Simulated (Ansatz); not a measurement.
An elastic tensor (GPa, Voigt order, standard axes) from plane-wave PAW PBEsol (Ansatz code):

```
 318   154   154   0.0   0.0   0.0
 154   318   154   0.0   0.0   0.0
 154   154   318   0.0   0.0   0.0
 0.0   0.0   0.0  83.4   0.0   0.0
 0.0   0.0   0.0   0.0  83.4   0.0
 0.0   0.0   0.0   0.0   0.0  83.4
```

Pick the material that matches.
A. VPt3, Cu3Au type
B. V3Si, A15 (Cr3Si type)
C. MnV, CsCl type
D. Si3N4, Fd-3m (Si on 16c, Si on 8b, N on 32e)

B, V3Si, A15 (Cr3Si type)

Space group Pm-3n (A15 (Cr3Si type)). Symmetry was held in the PBEsol relaxation. The workflow began spin-polarised and lost its moments. As this level gives no gap, shear constants depend on the k-mesh and smearing (Fermi–Dirac, 0.1 eV here).

Potentials: the later of the program's two PAW sets.
